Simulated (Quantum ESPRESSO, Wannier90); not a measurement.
**Wannier functions of Sb (R-3m)**

```
Sb
1.0
   -2.17706     3.77079     0.00000
   -4.35413     0.00000     0.00000
   -2.17706     1.25693     3.82988
Sb
2
Cartesian
  2.17706  -1.25693  -0.74767
 -2.17706   1.25693   0.74767
```

Structure: Materials Project mp-104, symmetrised, not relaxed again. This is the element's usual structure. Method: PBEsol plane waves in Quantum ESPRESSO 7.5 (PseudoDojo norm-conserving files, 64 Ry, spinors with spin-orbit coupling), Bloch states on a 6×6×6 mesh through Γ, Wannier90 4.0.1. Density: 8×8×8 mesh, cold smearing 0.01 Ry. The cell is built of weakly bound layers, chains or molecules, whose nearest atoms lie 3.43 Å apart. Database cells relaxed without dispersion often hold them too far apart, which can enlarge gaps and weakens couplings between them; spacing and stacking were not compared with the measured crystal. With spin-orbit coupling a semilocal functional can close or falsely invert a small gap; the band order was not checked against a better method.

Base run: 16 functions from bands 21-50 of the 50 computed, start hydrogen-like Sb: s;p, centres 0.05 Å off the atoms, frozen window up to 1.50 eV relative to the Fermi level, outer window open. One thing is changed at a time; window edges are relative to the Fermi level. The misfit compares interpolated bands with pw.x on a high-symmetry path, for states up to 1.0 eV relative to the Fermi level. Converged means that the tolerances were met: symmetric starts can stop on a saddle, which shows as a larger Ω_OD at equal Ω_I and can move the misfit too.

```
setting                    functions  frozen to (eV)  Ω_I (Å²)  Ω_D (Å²)  Ω_OD (Å²)  rms misfit (meV)  worst (meV)                          ended
-------------------------  ---------  --------------  --------  --------  ---------  ----------------  -----------  -----------------------------
base                              16            1.50     26.95      0.07       5.29                10          102                      converged
frozen window to -0.50 eV         16           -0.50     23.55      0.02       5.00               119          689                      converged
frozen window to 5.50 eV          16            5.50         –         –          –                 –            –  stops: too many frozen states
frozen window to 3.50 eV          16            3.50     36.85      0.33       7.80                19          140                      converged
frozen window to 4.94 eV          16            4.94         –         –          –                 –            –  stops: too many frozen states
no frozen window                  16            none     20.92      0.00       4.87               314         1210                      converged
outer window to 10.50 eV          16            1.50     27.74      0.07       5.27                12           78                      converged
```

Runs of this sweep that didn't settle are not listed.
